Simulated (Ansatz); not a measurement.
Here is the system:

InAs:
```cif
data_AsIn
_chemical_formula_sum 'In1 As1'
_space_group_name_H-M_alt 'Pm-3m'
_space_group_IT_number 221
_space_group_name_Hall '-P 4 2 3'
_cell_length_a 3.57378
_cell_length_b 3.57378
_cell_length_c 3.57378
_cell_angle_alpha 90.000
_cell_angle_beta 90.000
_cell_angle_gamma 90.000
loop_
_atom_site_label
_atom_site_type_symbol
_atom_site_symmetry_multiplicity
_atom_site_Wyckoff_symbol
_atom_site_fract_x
_atom_site_fract_y
_atom_site_fract_z
_atom_site_occupancy
In1 In 1 a 0.00000 0.00000 0.00000 1
As1 As 1 b 0.50000 0.50000 0.50000 1
```

This is the PBE-relaxed structure.

**Question.** All from plane-wave PAW PBE (Ansatz code), unless another level is named. Give the electronic character.

**Answer.** metallic (no gap).

**Question.** What about the density of states at the Fermi level?

**Answer.** 0.59 states/eV per atom (mean over ±0.08 eV).

**Question.** Next, the formation energy from the elements (no fitted shifts)?

**Answer.** 0.18 eV/atom.

**Question.** What about the gap with spin–orbit coupling?

**Answer.** none (metallic).

A made-up cell: these elements were put on the sites of a structure type; neither database checked (COD, Materials Project) lists it. It is not the phase usual at ambient conditions (space group No. 216). Symmetry was held in the PBE relaxation; its stability against distortions is not shown here. The references are the lowest solids computed at this level, not always the standard phases. Scalar-relativistic: spin–orbit coupling is off unless named, which matters more the heavier the elements.

Potentials: the earlier of the program's two PAW sets.
